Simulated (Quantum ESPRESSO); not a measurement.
Band energies of WS2 monolayer

```
WS2
1.0
    3.12305     0.00000     0.00000
   -1.56153     2.70464     0.00000
    0.00000     0.00000    16.10000
S W
2 1
Cartesian
  0.00000   0.00000  -1.55966
  0.00000   0.00000   1.55966
  1.56153   0.90155   0.00000
```

LDA (pw.x of Quantum ESPRESSO, ONCV potentials, scalar-relativistic); path ΓMKΓ; energies in eV from the valence-band maximum.

```
k (1/Å)  point  band 9  band 10  band 11  band 12  band 13  band 14  band 15  band 16
-------  -----  ------  -------  -------  -------  -------  -------  -------  -------
0.00         Γ   -2.88    -2.21    -1.56    -1.56    -0.16     3.06     3.06     3.25
0.11             -2.84    -2.36    -1.62    -1.47    -0.17     3.01     3.13     3.14
0.21             -2.73    -2.67    -1.79    -1.35    -0.21     2.86     2.93     3.12
0.32             -3.03    -2.55    -2.03    -1.32    -0.32     2.57     2.90     2.98
0.42             -3.42    -2.33    -2.30    -1.40    -0.51     2.36     2.84     2.98
0.63             -4.20    -2.82    -1.81    -1.72    -1.07     2.38     2.68     3.42
0.74             -4.56    -3.05    -1.88    -1.57    -1.26     2.56     2.70     3.68
0.84             -4.50    -3.23    -2.01    -1.37    -1.28     2.79     2.80     3.89
0.95             -4.49    -3.36    -2.10    -1.23    -1.16     2.92     3.08     4.02
1.16         M   -4.54    -3.47    -2.17    -1.13    -0.93     3.08     3.48     4.10
1.27             -4.52    -3.49    -2.15    -1.50    -0.72     3.05     3.53     4.21
1.39             -4.46    -3.52    -2.14    -2.11    -0.56     2.95     3.63     4.30
1.50             -4.40    -3.52    -2.78    -2.16    -0.43     2.74     3.79     3.87
1.72             -4.48    -3.80    -3.37    -2.33    -0.10     2.13     3.35     4.16
1.83         K   -4.63    -3.88    -3.32    -2.39     0.00     1.99     3.30     4.25
1.93             -4.50    -3.85    -3.36    -2.34    -0.09     2.10     3.33     4.16
2.02             -4.26    -3.76    -3.47    -2.19    -0.29     2.35     3.39     3.92
2.22             -4.18    -3.69    -3.21    -1.79    -0.70     2.47     3.44     3.46
2.31             -4.32    -3.73    -2.84    -1.59    -0.82     2.26     3.31     3.37
2.41             -4.50    -3.70    -2.50    -1.42    -0.88     2.08     3.13     3.23
2.50             -4.09    -3.55    -2.25    -1.30    -0.89     2.02     2.94     3.09
2.69             -3.48    -2.82    -2.27    -1.18    -0.61     2.23     2.78     2.86
2.79             -3.20    -2.44    -2.40    -1.19    -0.42     2.42     2.82     2.86
2.89             -2.90    -2.61    -2.04    -1.25    -0.28     2.65     2.85     3.00
2.98             -2.76    -2.60    -1.77    -1.35    -0.20     2.92     2.93     3.13
3.17         Γ   -2.88    -2.21    -1.56    -1.56    -0.16     3.06     3.06     3.25
```

The LDA gap is direct, 1.99 eV at K. The valence-band maximum lies 5.93 eV below the vacuum level.

Without spin-orbit coupling, band edges of such heavy elements can be off by tenths of an eV.

Geometry relaxed with LDA.
